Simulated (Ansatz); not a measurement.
TiHg (space group P4/mmm)

```xyz
2
Lattice="2.9628 0.0000 0.0000 0.0000 2.9628 0.0000 0.0000 0.0000 4.0630" Properties=species:S:1:pos:R:3 pbc="T T T"
Ti     1.4814     1.4814     2.0315
Hg     0.0000     0.0000     0.0000
```

The slice is a (0 -1 1) plane (indices of the conventional cell) through the point (0.500, 0.500, 0.500) (fractional), spanned by u = [100] and v = [011] in vectors of this cell: u (2.96 Å) and v (5.03 Å, at 90° to u). It covers one period; positions are fractions (u, v).

The numbers are results of PBEsol (plane waves to 420 eV, PAW, scalar-relativistic; Ansatz, a program for electronic structure), not measurements. k mesh 16×16×12. These are valence fields of a PAW run, semicore shells included where kept as valence: close to a nucleus they are smooth pseudo fields. Spin-orbit coupling is left out, though Hg is heavy. TiHg is run without spin polarisation. TiHg was relaxed with its symmetry unable to fall.

Problem. What is the ELF at the density minimum of the shortest Ti–Hg line in this plane (2.92 Å)?

Solution. 0.2.

Problem. What is the valence density on the shortest Ti–Hg line in this plane (2.92 Å), at its minimum between the atoms?

Solution. 0.21 e/Å³.

Problem. Sketch the electron localisation function (ELF) on this plane as a map.

Solution. 
```
|xxxx@@##....--....##@@xx|
|@@@@%%--  ::==::  --%%@@|
|##**::  ..--==--..  ::**|
|      ..--==++==--..    |
|    ::--==========--::  |
|::----==============----|
|------==++++**++++==----|
|::::--++**######**++--::|
|::::==**##xxxxxx##**==::|
|::::==**xxxxxxxxxx**==::|
|::::==**##xxxxxx##**==::|
|::::--++**######**++--::|
|------==++++**++++==----|
|::----==============----|
|    ::--==========--::  |
|      ..--==++==--..    |
|##**::  ..--==--..  ::**|
|@@@@%%--  ::==::  --%%@@|
|xxxx@@##....--....##@@xx|
|xxxxxx%%::..--..::%%xxxx|
```
Scale: ten equal steps from 0.10 (start of ' ') to 0.66 (end of '@'), in the order ' .:-=+*#%@'. Values: electron localisation function (ELF). The map has 12 points along u (two characters each, u = 0 at the left) and 20 along v (v = 0 in the bottom row). Points within 0.5 Å of a nucleus are blanked (x), as the pseudised field means little there.
